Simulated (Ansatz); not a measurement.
Consider the following.

TaN:
```cif
data_N3Ta3
_chemical_formula_sum 'Ta3 N3'
_space_group_name_H-M_alt 'P-62m'
_space_group_IT_number 189
_space_group_name_Hall 'P -6 -2'
_cell_length_a 5.14965
_cell_length_b 5.14965
_cell_length_c 2.87428
_cell_angle_alpha 90.000
_cell_angle_beta 90.000
_cell_angle_gamma 120.000
loop_
_atom_site_label
_atom_site_type_symbol
_atom_site_symmetry_multiplicity
_atom_site_Wyckoff_symbol
_atom_site_fract_x
_atom_site_fract_y
_atom_site_fract_z
_atom_site_occupancy
Ta1 Ta 1 a 0.00000 0.00000 0.00000 1
Ta2 Ta 2 d 0.33333 0.66667 0.50000 1
N1 N 3 f 0.00000 0.39337 0.00000 1
```

This is the LDA-relaxed structure.

Q: All from LDA (plane waves, PAW; program Ansatz), unless another level is named. Give the electronic character.

A: metallic (no gap).

Q: What about the density of states at the Fermi level?

A: 0.09 states/eV per atom (mean over ±0.08 eV).

Q: And the formation energy from the elements (no fitted shifts)?

A: -1.51 eV/atom.

The LDA relaxation kept the symmetry of its start. The run is not spin-polarised. The references are the lowest solids computed at this level, not always the standard phases (solids in place of the gases). Spin–orbit coupling is left out wherever it is not named.

Potentials: the earlier of the program's two PAW sets. The files were generated under PBE; for other functionals the program regenerates the frozen cores, and for LDA and PBEsol the local potential too.
